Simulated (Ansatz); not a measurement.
# Notes on InOsF

```
Os F In
1.0
     3.69611    0.00000    0.00000
     0.00000    3.69611    0.00000
     0.00000    0.00000    6.71136
Os F In
2 2 2
Cartesian
  0.0000 1.8481 1.3087
  1.8481 0.0000 5.4026
  0.0000 0.0000 0.0000
  1.8481 1.8481 0.0000
  0.0000 1.8481 4.3624
  1.8481 0.0000 2.3490
```

Level: r2SCAN, no spin polarisation; 500 eV; 7×7×4 Γ-centred mesh; methfessel-paxton occupations (width 0.0638 eV); Ansatz 0.2.0, fixed geometry.

Is the cell too large or too small?

The pressure is 2.7 GPa (compression positive), so with the atoms held at these fractions the cell would first expand; the forces are large, so a full relaxation may end otherwise. The principal stresses -2.4, -2.4, 13.0 GPa differ, so its shape would change too.

Is it stable against the elements?

0.28 eV an atom against the elements' usual phases (free molecules for gases, crystals otherwise, with no correction for O₂ or N₂), so at this geometry it isn't bound against them. Relaxing would lower it.

What happens at the Fermi level?

It is a metal, with about 6.2 states/eV a cell as the mean within 0.25 eV of the Fermi level, mostly Os d (81 %).

Describe some of the short contacts.

Os–F at 2.26 Å: least valence density 0.41 e/Å³ and ELF 0.11 there. F–F at 2.61 Å: least valence density 0.13 e/Å³ and ELF 0.04 there. In–Os at 2.81 Å: least valence density 0.35 e/Å³ and ELF 0.42 there. These are pseudo-fields; inside the PAW spheres they differ from the all-electron ones.

Give the Bader charges.

Bader charges in e: In +0.65, Os +0.07, F -0.72. In the mean In gives up most and F takes most.

Origin: a known structure type with other elements, at an estimated volume, so it need not be a known compound. Caveats: many states at the Fermi level without spin polarisation, so a magnetic state may lie lower; correlation that this level lacks may open a gap in such a compound; atoms or cell far from equilibrium.
